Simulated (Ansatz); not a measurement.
Sb, DFT, PBEsol, PAW with Ansatz's default frozen-core files, scalar-relativistic (Ansatz 0.2.0), run on 1 thread of Intel(R) Xeon(R) Platinum 8488C (Sapphire Rapids) on a shared host.

The cell comes from COD entry 9013009, which wasn't checked; take it as a given geometry. The listed cell was then made from it by scaling, straining or moving an atom.

Command: `ansatz run input.yaml --threads 1 --pin off --max-ram 3072MiB --backend cpu --events-out ev --progress --plain --runs-dir out`

```yaml
crystal:
  lattice:
    - [0.0, 2.2579459806, 2.2579459806]
    - [2.2579459806, 0.0, 2.2579459806]
    - [2.2579459806, 2.2579459806, 0.0]
  atoms:
    - { symbol: Sb, position: [0.0, 0.0, 0.0] }
kpoints:
  mp_grid: { grid: [14, 14, 14] }
scf:
  occupations: { method: fermi_dirac, width: 0.03 }
hamiltonian:
  xc: pbesol
  pseudopotentials: { kind: paw }
output:
  forces: true
  stress: true
  eigenvalues: true
  efg: { contact_densities: true }
```

Question: How large is the problem that the program sets up?

Answer: 104 irreducible k-points, 459 plane waves at Γ, 12 bands.

Question: About how long does it take, and how much memory does it use?

Answer: 3 s of wall time for 6 SCF iterations, with a peak of 0.41 GiB. Times on shared machines scatter by tens of per cent.

Question: And the same cell and mesh by crystal-made all-electron datasets, asked for forces, stress, eigenvalues, efg, on the same hardware?

Answer: 4.4 s, peak memory 0.38 GiB.
